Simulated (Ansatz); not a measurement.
C:
```
CELL_PARAMETERS angstrom
      4.84338     2.79633     1.39411
     -4.84338     2.79633     1.39411
      0.00000    -5.59265     1.39411
ATOMIC_POSITIONS crystal
  C  0.28130 0.55313 0.41690
  C  0.71870 0.44687 0.58310
  C  0.41690 0.28130 0.55313
  C  0.58310 0.71870 0.44687
  C  0.55313 0.41690 0.28130
  C  0.44687 0.58310 0.71870
  C  0.91690 0.05313 0.78130
  C  0.08310 0.94687 0.21870
  C  0.78130 0.91690 0.05313
  C  0.21870 0.08310 0.94687
  C  0.05313 0.78130 0.91690
  C  0.94687 0.21870 0.08310
```

Relaxed with r²SCAN.

Map the electron localisation function on the plane through (0.417, 0.281, 0.553) spanned by u = [1, 1, 1] and v = [1, 1, -1] in lattice vectors, from r²SCAN in the plane-wave PAW code Ansatz.

x is the fraction of u, y of v (the angle between them is 83°; rows are the nearest grid lines); atoms in the plane: C at (0.00, 0.00), C at (0.50, 0.50), C at (0.43, 0.70), C at (0.93, 0.20), C at (0.17, 0.50), C at (0.67, 0.00), C at (0.10, 0.70), C at (0.60, 0.20).
```
|  =*+:   :+*=  .#@@#. |
|*#%%#=.  :+#%##*#%%%#*|
|##%#*-.  .-*#%###***##|
|...          .::..  ..|
|.......::::.        ..|
|%#########%%*=.  .-*#%|
|%***%@%#**#%#+:  .=#%%|
|=   #@@%.  =*+:   :+*=|
|%%#**###**#%%*=-::-=*%|
|+*+-..  .:=+*++*###*++|
|*##*=----=*##*+++*+++*|
|**=.:*@@%=.:+#*-.  .=*|
|*#+:.+%@@*:.=##+:  .=*|
|+#%%##****##%%#+:   :+|
|:=+**+=====+++=:.    :|
|                      |
|*+:    .-+***+===++***|
|%%#=.  :+#%#**#%@%**#%|
|=#*=.  .+#*=..*@@@+..=|
|+#*=:  .-*#*-:=%@@#-:+|
|*#*++***++*##+=::::-+*|
|*##*++**++*##*+-----+*|
|*%%#=-:::=*%%#**#%#***|
|  =*+:   :+*=  .#@@#. |
```
Scale: ten equal steps from 0.008 (start of ' ') to 0.934 (end of '@'), in the order ' .:-=+*#%@'; x runs from 0.000 to 1.00, y from 0.000 (bottom) to 1.00 (top).

The density is the valence pseudo-density with augmentation charge, so density and ELF within about 1 Å of a nucleus are not all-electron values.

Space group R-3c. The start of the workflow was typed in or built on a structure type; neither database checked (COD, Materials Project) lists it. It is not the phase usual at ambient conditions (space group No. 194, 227). The cell was relaxed with r²SCAN under the symmetry of its start; whether a distortion lowers the energy is not shown. The volume moved by 124 % from the start of the relaxation.

Potentials: the earlier of the program's two PAW sets.
